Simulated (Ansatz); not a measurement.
Geometry optimisation in Ansatz: input, command and trajectory.

```yaml
crystal:
  lattice:
    - [4.7299135189, 0.0, 0.0]
    - [0.0, 4.7299135189, 0.0]
    - [0.0, 0.0, 4.7891856182]
  atoms:
    - { symbol: Sb, position: [0.0, 0.0, 0.0] }
    - { symbol: Se, position: [0.5, 0.5, 0.975] }
    - { symbol: Se, position: [0.0, 0.5, 0.485] }
    - { symbol: Se, position: [0.5, 0.0, 0.485] }
    - { symbol: Au, position: [0.5, 0.5, 0.515] }
basis:
  ecutwfc: 420
kpoints:
  mp_grid: { grid: [4, 4, 4] }
hamiltonian:
  xc: pbe
scf:
  occupations: { method: gaussian, width: 0.1 }
  lower_state_search: "off"
output:
  forces: true
  stress: true
  eigenvalues: true
relax:
  adjacent_minimum: "off"
  f_tol: 0.04
  max_steps: 70
  cell: { stress_tol: 0.4 }
```

```bash
ansatz run input.yaml --threads 1 --pin off --max-ram 2560MiB --backend cpu --events-out ev --progress --plain --runs-dir out
```

All numbers below come from Ansatz 0.2.0, DFT PBE, scalar-relativistic, plane waves, PAW.

Of 14 frames 9 are shown, positions in Å and forces in eV/Å; the SCF threshold varies from step to step. Steps run on the plane waves of an earlier cell, with a Pulay correction in the pressure. The basis is chosen afresh for the last frame, the zero of the energies, and at times for earlier ones too; energy and pressure step there, also at an unchanged geometry. Here that happened at step 11 (-6 meV/atom, 0.4 GPa); the frames before carry an error of that size.

```xyz
5
Lattice="4.7299 0.0000 0.0000 0.0000 4.7299 0.0000 0.0000 0.0000 4.7892" Properties=species:S:1:pos:R:3:forces:R:3 pbc="T T T" step=1 free_energy_over_end_meV_per_atom=661.57 pressure_GPa=20.33
Sb    0.0000    0.0000    0.0000    0.0000    0.0000    0.2914
Se    2.3650    2.3650    4.6695    0.0000    0.0000    5.2010
Se    0.0000    2.3650    2.3228    0.0000    0.0000   -0.6597
Se    2.3650    0.0000    2.3228    0.0000    0.0000   -0.6597
Au    2.3650    2.3650    2.4664    0.0000    0.0000   -4.1730
5
Lattice="4.9599 0.0000 0.0000 0.0000 4.9599 0.0000 0.0000 0.0000 4.9959" Properties=species:S:1:pos:R:3:forces:R:3 pbc="T T T" step=2 free_energy_over_end_meV_per_atom=362.28 pressure_GPa=3.31
Sb    0.0000    0.0000    0.0201    0.0000    0.0000    0.7721
Se    2.4800    2.4800    5.0188    0.0000    0.0000    0.2554
Se    0.0000    2.4800    2.3475    0.0000    0.0000   -0.6449
Se    2.4800    0.0000    2.3475    0.0000    0.0000   -0.6449
Au    2.4800    2.4800    2.5561    0.0000    0.0000    0.2625
5
Lattice="5.0223 0.0000 0.0000 0.0000 5.0223 0.0000 0.0000 0.0000 5.1516" Properties=species:S:1:pos:R:3:forces:R:3 pbc="T T T" step=4 free_energy_over_end_meV_per_atom=118.16 pressure_GPa=0.55
Sb    0.0000    0.0000    0.4104    0.0000    0.0000    1.7075
Se    2.5111    2.5111    5.2635    0.0000    0.0000   -0.6141
Se    0.0000    2.5111    2.1485    0.0000    0.0000   -0.7869
Se    2.5111    0.0000    2.1485    0.0000    0.0000   -0.7869
Au    2.5111    2.5111    2.7019    0.0000    0.0000    0.4804
5
Lattice="5.0162 0.0000 0.0000 0.0000 5.0162 0.0000 0.0000 0.0000 5.2249" Properties=species:S:1:pos:R:3:forces:R:3 pbc="T T T" step=5 free_energy_over_end_meV_per_atom=38.10 pressure_GPa=1.36
Sb    0.0000    0.0000    0.6304    0.0000    0.0000    0.5608
Se    2.5081    2.5081    5.3065    0.0000    0.0000   -0.4666
Se    0.0000    2.5081    2.0924    0.0000    0.0000   -0.1464
Se    2.5081    0.0000    2.0924    0.0000    0.0000   -0.1464
Au    2.5081    2.5081    2.7314    0.0000    0.0000    0.1987
5
Lattice="4.9781 0.0000 0.0000 0.0000 4.9781 0.0000 0.0000 0.0000 5.5848" Properties=species:S:1:pos:R:3:forces:R:3 pbc="T T T" step=7 free_energy_over_end_meV_per_atom=9.20 pressure_GPa=-0.67
Sb    0.0000    0.0000    0.8111    0.0000    0.0000   -0.0485
Se    2.4891    2.4891    5.5994    0.0000    0.0000   -0.1084
Se    0.0000    2.4891    2.2125    0.0000    0.0000    0.0085
Se    2.4891    0.0000    2.2125    0.0000    0.0000    0.0085
Au    2.4891    2.4891    2.9029    0.0000    0.0000    0.1400
5
Lattice="4.9613 0.0000 0.0000 0.0000 4.9613 0.0000 0.0000 0.0000 5.5673" Properties=species:S:1:pos:R:3:forces:R:3 pbc="T T T" step=8 free_energy_over_end_meV_per_atom=8.06 pressure_GPa=-0.28
Sb    0.0000    0.0000    0.7880    0.0000    0.0000    0.0011
Se    2.4806    2.4806    5.5919    0.0000    0.0000   -0.1364
Se    0.0000    2.4806    2.2035    0.0000    0.0000   -0.0059
Se    2.4806    0.0000    2.2035    0.0000    0.0000   -0.0059
Au    2.4806    2.4806    2.9088    0.0000    0.0000    0.1469
5
Lattice="4.9162 0.0000 0.0000 0.0000 4.9162 0.0000 0.0000 0.0000 5.6128" Properties=species:S:1:pos:R:3:forces:R:3 pbc="T T T" step=10 free_energy_over_end_meV_per_atom=6.70 pressure_GPa=0.00
Sb    0.0000    0.0000    0.7705    0.0000    0.0000   -0.0180
Se    2.4581    2.4581    5.6310    0.0000    0.0000   -0.0277
Se    0.0000    2.4581    2.2097    0.0000    0.0000    0.0131
Se    2.4581    0.0000    2.2097    0.0000    0.0000    0.0131
Au    2.4581    2.4581    2.9865    0.0000    0.0000    0.0194
5
Lattice="4.9162 0.0000 0.0000 0.0000 4.9162 0.0000 0.0000 0.0000 5.6128" Properties=species:S:1:pos:R:3:forces:R:3 pbc="T T T" step=11 free_energy_over_end_meV_per_atom=1.17 pressure_GPa=0.37
Sb    0.0000    0.0000    0.7705    0.0000    0.0000   -0.0154
Se    2.4581    2.4581    5.6310    0.0000    0.0000   -0.0351
Se    0.0000    2.4581    2.2097    0.0000    0.0000    0.0134
Se    2.4581    0.0000    2.2097    0.0000    0.0000    0.0134
Au    2.4581    2.4581    2.9865    0.0000    0.0000    0.0238
5
Lattice="4.8901 0.0000 0.0000 0.0000 4.8901 0.0000 0.0000 0.0000 5.7134" Properties=species:S:1:pos:R:3:forces:R:3 pbc="T T T" step=14 free_energy_over_end_meV_per_atom=0.00 pressure_GPa=0.03
Sb    0.0000    0.0000    0.7829    0.0000    0.0000    0.0059
Se    2.4451    2.4451    5.7143    0.0000    0.0000   -0.0164
Se    0.0000    2.4451    2.2486    0.0000    0.0000    0.0046
Se    2.4451    0.0000    2.2486    0.0000    0.0000    0.0046
Au    2.4451    2.4451    3.0607    0.0000    0.0000    0.0013
```

The start puts this composition into another compound's structure type, which needn't suit it. At the end the space group is P4mm (tolerance 0.05 Å).

The run took 3 min on 1 thread of Intel(R) Xeon(R) Platinum 8259CL CPU @ 2.50GHz (Skylake/Cascade Lake), with other jobs on the host, peak memory 0.5 GiB.

The k mesh is coarse. Spin–orbit coupling is left out, which can shift energies with elements as heavy as these.